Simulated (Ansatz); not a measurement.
Ta3Ga2 in space group P4/mbm (No. 127; Ta on 4h, Ta on 2a, Ga on 4g), DFT-PBE in the program Ansatz with PAW potentials, all energies at zero smearing, with the estimated change up to a 700 eV cutoff added, with one set of potentials and settings (totals compare only within such a set). Cell of 10 atoms (6 Ta, 4 Ga): -74728.403 eV.

| element | reference phase | E (eV/atom) |
|---|---|---|
| Ta | Im-3m, 1 atoms in the cell | -9932.2522 |
| Ga | Cmce, 4 atoms in the cell | -3783.0209 |

Formation energy per atom, worked out: (-74728.403 − 6×(-9932.2522) − 4×(-3783.0209))/10 = -0.281 eV/atom (-27 kJ per mol of atoms), at 0 K, without zero-point energy or fitted corrections.

The workflow started from a Materials Project entry (that database holds measured and hypothetical structures alike); the Crystallography Open Database copy checked does not list it. Whether it is the stable phase at ambient conditions was not checked. Symmetry was held in the PBE relaxation; its stability against distortions is not shown here. No spin polarisation was allowed. The references are the lowest solids computed at this level, not always the standard phases. Scalar-relativistic: spin–orbit coupling is off unless named, which matters more the heavier the elements.

Potentials: the later of the program's two PAW sets.
